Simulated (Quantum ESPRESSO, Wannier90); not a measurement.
Wannier functions of AlRu (CsCl type)

```xyz
2
Lattice="2.9825 0.0000 0.0000 0.0000 2.9825 0.0000 0.0000 0.0000 2.9825" Properties=species:S:1:pos:R:3 pbc="T T T"
Al     0.0000     0.0000     0.0000
Ru     1.4912     1.4912     1.4912
```

Cell from Materials Project (mp-542569), symmetrised, no further relaxation. COD (Crystallography Open Database) has an entry of this formula and space group (matched by these alone). Computed values, not measurements, from LDA: Quantum ESPRESSO (norm-conserving PseudoDojo potentials, cutoff 71 Ry, no spin polarisation, no spin-orbit coupling) on a Γ-centred 10×10×10 mesh, then Wannier90. Density: 14×14×14 mesh, cold smearing 0.01 Ry.

Valence charges of the files: Al 3, Ru 16. 26 bands were computed.

Isolated groups of bands, relative to the Fermi level (bands from 5 on overlap up to the last one computed):

| bands | from (eV) | to (eV) | filling | weight on atomic waves |
|---|---|---|---|---|
| 1 | -71.67 | -71.62 | filled | Ru 4s 93 %, Al 3p 6 % |
| 2–4 | -41.89 | -41.63 | filled | Ru 4p 99 % |

Wanted is a model with the orbitals Al s p, Ru s p d, without the filled groups that are mainly made of other shells (semicore states, and anion s where it isn't named); all higher bands stay in for disentanglement.

**Question.** Give num_wann, exclude_bands and num_bands, and the number of electrons that the model holds.

**Answer.** Electrons: 1×3 + 1×16 = 19, or 9.5 bands' worth; no gap over 0.05 eV opens at the Fermi level at this level of theory.
num_wann = 1×4 + 1×9 = 13.
exclude_bands = 1-4, 4 bands, so num_bands = 26 − 4 = 22.
The model holds 19 − 2×4 = 11 electrons. With the window frozen to 1.50 eV it follows pw.x to 1.5 meV rms (states up to 1.0 eV relative to the Fermi level).
